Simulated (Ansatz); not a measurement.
Si3N4: Quadrupolar parameters

The cell is an entry of the Crystallography Open Database (COD) whose atoms were relaxed with PBE, the cell held.

Space group P6_3/m (No. 176); a = 7.6322, c = 2.9191 Å, γ = 120.00°.

| site | Wyckoff | site symmetry | x | y | z |
| --- | --- | --- | --- | --- | --- |
| Si | 6h | m.. | 0.1745 | 0.7684 | 0.2500 |
| N7 | 2c | -6.. | 0.3333 | 0.6667 | 0.2500 |
| N9 | 6h | m.. | 0.3299 | 0.0303 | 0.2500 |

One atom of each set is listed.

Computed with Ansatz: DFT, PBE, plane waves and PAW (field gradients read without the response of the frozen cores, which leaves them typically 4 to 6 % off), scalar-relativistic, 420 eV cutoff, Γ-centred 4×4×9 k-points, Fermi–Dirac smearing 0.02 eV.

Conventions: |V_zz| ≥ |V_yy| ≥ |V_xx|, η = (V_xx − V_yy)/V_zz, C_Q = eQV_zz/h.

¹⁴N: I = 1, Q = 20.44 mb. Quadrupole moments are those of Pyykkö's year-2017 table.

```csv
site,atoms,first shell,V_zz (10²¹ V/m²),η,C_Q (MHz)
Si,6,4 N at 1.74 Å,0.88,0.31,–
N7,2,3 Si at 1.74 Å,-5.20,0.00,-2.57
N9,6,3 Si at 1.74 Å,-5.26,0.07,-2.60
```

An axis of threefold or higher order runs through N7, so V_zz lies along it and η is zero. At N9 V_zz stands upright on the plane through its three neighbours (within 3°).

Si has no stable isotope with a ground-state quadrupole moment in the table, so no C_Q is given.

The database positions were far from equilibrium, so the relaxed structure may not be the compound's real one.
